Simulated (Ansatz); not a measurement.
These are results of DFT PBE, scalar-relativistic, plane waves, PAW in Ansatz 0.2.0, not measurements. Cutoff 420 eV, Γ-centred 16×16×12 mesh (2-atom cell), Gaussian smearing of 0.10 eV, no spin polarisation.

The zero of energy is the elements' standard structures at the same level (Cl₂ as a molecule); no fitted shifts are applied. The references include grey tin.

Problem. Give a relaxed trial structure of an orthorhombic metal made of Cl and Sn, with a formation energy near −0.53 eV/atom and a density near 4.58 g/cm³, in a cell of 2 atoms. Its symmetry should be Pmmm (No. 47).

Solution. SnCl, space group Pmmm (No. 47). Sn is surrounded by 4 Cl at 2.94 Å, 2 Sn at 3.34 Å and 2 Sn at 3.57 Å; Cl has 4 Sn at 2.94 Å, 2 Cl at 3.34 Å and 2 Cl at 3.57 Å.

```cif
data_structure
_symmetry_space_group_name_H-M 'Pmmm'
_symmetry_Int_Tables_number 47
_cell_length_a 3.3420
_cell_length_b 3.5711
_cell_length_c 4.6801
_cell_angle_alpha 90.000
_cell_angle_beta 90.000
_cell_angle_gamma 90.000
_cell_volume 55.86
loop_
_atom_site_label
_atom_site_type_symbol
_atom_site_symmetry_multiplicity
_atom_site_Wyckoff_symbol
_atom_site_fract_x
_atom_site_fract_y
_atom_site_fract_z
_atom_site_occupancy
Sn1 Sn 1 f 0.50000 0.50000 0.00000 1
Cl1 Cl 1 d 0.50000 0.00000 0.50000 1
```

* Volume per atom: 27.93 Å³
* Density: 4.58 g/cm³
* Formation energy: −0.53 eV/atom
* Gap on the 16×16×12 mesh of the 2-atom cell: 0 eV (a metal)

The cell was found from a structure generator's guess, not taken from experiment. Other answers may fit too; this one was computed.

An odd number of electrons in the primitive cell allows no gap without spin; a larger cell or a magnetic state could open one. A structure relaxed within its symmetry needn't be a true minimum. Another cell of SnCl relaxed alike, in P4/nmm, lies 59 meV/atom lower, so this cell isn't the stable form at this level.
